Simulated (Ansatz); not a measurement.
**From the elastic tensor of ZrMo2C3 to moduli and sound speeds**

These are results of DFT PBE, scalar-relativistic, plane waves, PAW (Ansatz 0.2.0), not measurements. Settings: 420 eV plane-wave cutoff, Γ-centred 12×12×12 mesh, Gaussian smearing of 0.10 eV. No spin polarisation.

Space group R3m (No. 160), trigonal, a = 3.090 Å, c = 24.347 Å. Around Zr lie 6 C at 2.28–2.30 Å, 6 Zr at 3.09 Å and 6 Mo at 3.18–3.23 Å; Mo on its first site is surrounded by 6 C at 2.18–2.24 Å, 1 Mo at 2.79 Å, 6 Mo at 3.09 Å and 3 Zr at 3.23 Å; Mo on its second site is surrounded by 3 C at 2.16 Å, 3 C at 2.29 Å, 1 Mo at 2.79 Å, 6 Mo at 3.09 Å and 3 Zr at 3.18 Å; C on its first site is surrounded by 3 Mo at 2.18 Å, 3 Zr at 2.30 Å and 1 C at 2.60 Å; around C on its second site lie 3 Mo at 2.16 Å and 3 Zr at 2.28 Å; C on its third site is surrounded by 6 Mo at 2.24–2.29 Å and 1 C at 2.60 Å.

The cell was found from a proposed guess, not taken from experiment. In a metal, frequencies and elastic constants depend on the k mesh and the smearing, soft modes and shear constants most.

Relaxed-ion constants (GPa, on the Cartesian axes of the calculation):
```
539.0 143.6 170.9  35.0   0.0   0.0
143.6 539.0 170.9 -35.0   0.0   0.0
170.9 170.9 614.3   0.0   0.0   0.0
 35.0 -35.0   0.0 193.4   0.0   0.0
  0.0   0.0   0.0   0.0 193.4  35.0
  0.0   0.0   0.0   0.0  35.0 197.7
```

Density 7.898 g/cm³; 6 atoms in 67.10 Å³.

```json
{
 "Bulk modulus, Voigt / Reuss / Hill": "295.9 / 294.0 / 295.0 GPa",
 "Shear modulus, Voigt / Reuss / Hill": "197.4 / 191.9 / 194.6 GPa",
 "Young's modulus": "479 GPa",
 "Poisson ratio": "0.230",
 "Pugh ratio B/G": "1.52 (under 1.75, the rule of thumb for brittle)",
 "Universal anisotropy index": "0.15",
 "Longitudinal and transverse sound speeds": "8379 and 4964 m/s",
 "Debye temperature from the mean sound speed": "732 K"
}
```
